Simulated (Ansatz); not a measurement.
Data:

ScRh3N:
```
ScRh3N
1.0
    4.09950     0.00000     0.00000
    0.00000     4.09950     0.00000
    0.00000     0.00000     4.09950
Sc Rh N
1 3 1
Cartesian
  0.00000   0.00000   0.00000
  0.00000   2.04975   2.04975
  2.04975   0.00000   2.04975
  2.04975   2.04975   0.00000
  2.04975   2.04975   2.04975
```

This is the PBE-relaxed structure.

**Question.** All from PBE in the plane-wave PAW code Ansatz, unless another level is named. Predict the electronic character.

**Answer.** metallic (no gap).

**Question.** Predict the formation energy from the elements (no fitted shifts).

**Answer.** -0.35 eV/atom.

**Question.** What about the density of states at the Fermi level?

**Answer.** 1.3 states/eV per atom (mean over ±0.08 eV).

**Question.** Next, the gap with spin–orbit coupling?

**Answer.** none (metallic).

Space group Pm-3m (anti-perovskite). The start of the workflow was typed in or built on a structure type; neither database checked (COD, Materials Project) lists it. Whether it is the stable phase at ambient conditions was not checked. The cell was relaxed with PBE under the symmetry of its start; its stability against distortions is not shown here. The workflow began spin-polarised and lost its moments. The references are the lowest solids computed at this level, not always the standard phases (solids in place of the gases). Spin–orbit coupling is left out wherever it is not named.

Potentials: the earlier of the program's two PAW sets.
